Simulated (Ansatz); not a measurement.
LaAl2:
```
LaAl2
1.0
    0.00000     4.06627     4.06627
    4.06627     0.00000     4.06627
    4.06627     4.06627     0.00000
La Al
2 4
Direct
  0.50000   0.50000   0.50000
  0.75000   0.75000   0.75000
  0.12500   0.12500   0.12500
  0.62500   0.12500   0.12500
  0.12500   0.12500   0.62500
  0.12500   0.62500   0.12500
```

Relaxed with r²SCAN. Special points in fractions of this cell's reciprocal vectors: Γ (0.000, 0.000, 0.000); X (0.500, 0.000, 0.500); U (0.625, 0.250, 0.625); K (0.375, 0.375, 0.750); L (0.500, 0.500, 0.500); W (0.500, 0.250, 0.750).

Problem. List the band energies nearest the Fermi level at these points for r²SCAN (plane waves, PAW; program Ansatz).

Solution. In eV from the Fermi level; about four levels below and three above (degenerate sets whole), none deeper than 8.9 eV; points with the same levels are listed once.

| k | below | above |
|---|---|---|
| Γ | -2.57 -2.57 -2.20 -2.20 -2.20 | 1.50 2.17 2.17 2.17 |
| X | -2.79 -2.79 -0.60 -0.60 | 0.51 0.51 0.58 0.58 |
| U | -1.58 -1.24 -0.99 -0.03 | 0.55 0.79 0.91 |
| L | -4.10 -4.10 -3.04 -1.81 -1.81 | 0.03 0.11 0.11 |
| W | -1.89 -1.89 -1.10 -1.10 | 0.09 0.09 1.02 1.02 |

Space group Fd-3m (cubic Laves (MgCu2 type)). The workflow started from a Materials Project entry (that database holds measured and hypothetical structures alike); the Crystallography Open Database copy checked does not list it. Whether it is the stable phase at ambient conditions was not checked. Symmetry was held in the r²SCAN relaxation; whether a distortion lowers the energy is not shown. Scalar-relativistic: spin–orbit coupling is off unless named, which matters more the heavier the elements.

Potentials: the later of the program's two PAW sets.
